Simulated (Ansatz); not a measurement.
The start is a generated trial cell of TiO2 in the AFLOW prototype A2B_tI12_141_e_a (C5, as in TiO2). Cell shape, volume and atoms are optimised at zero target pressure with r2SCAN (plane waves to 500 eV, PAW, scalar-relativistic; Ansatz, an electronic-structure program). The first steps use a coarse 9×9×9 k-mesh.

Initial structure:
```yaml
crystal:
  lattice:
    - [-1.78242, 1.78242, 4.48030]
    - [1.78242, -1.78242, 4.48030]
    - [1.78242, 1.78242, -4.48030]
  atoms:
    - { symbol: O, position: [0.33306, 0.33306, 0.00000] }
    - { symbol: O, position: [0.41694, 0.91694, 0.50000] }
    - { symbol: O, position: [0.66694, 0.66694, 0.00000] }
    - { symbol: O, position: [0.08306, 0.58306, 0.50000] }
    - { symbol: Ti, position: [0.75000, 0.25000, 0.50000] }
    - { symbol: Ti, position: [0.00000, 0.00000, 0.00000] }
```

Initial pressure: +23.4 GPa (positive: the cell is compressed)
Outcome: The space group stays I4₁/amd (No. 141) (the run could not lower it); the end is anatase type, with 6 atoms in the primitive cell
Energy released: 2.05 eV/atom
Volume change: +20.2 %, from 9.49 to 11.41 Å³/atom
Shortest distances (start → end): The closest pairs of elements (up to four, under 3.6 Å), start → end: O–Ti 1.93 → 1.93 Å; O–O 1.93 → 2.46 Å; Ti–Ti 2.86 → 3.05 Å
Band gap at the end: 2.53 eV, indirect (valence top at 87 % of the way from Γ to X, conduction bottom at Γ) (no spin-orbit coupling)
Optimiser moves: 12

Final structure:

Space group I4₁/amd, origin choice 1 (No. 141); a = 3.778 Å, b = 3.778 Å, c = 9.589 Å, α = 90.00°, β = 90.00°, γ = 90.00°

| atom | site | symmetry | x | y | z |
|---|---|---|---|---|---|
| O | 8e | 2mm. | 0.0000 | 0.0000 | 0.2072 |
| Ti | 4a | -4m2 | 0.0000 | 0.0000 | 0.0000 |
(The calculation used a cell of 6 atoms; values per cell refer to that cell.)

Final values are on a 12×12×12 k-mesh of the relaxed cell. No spin polarisation in the result.

The run could not lose the symmetry of its start.
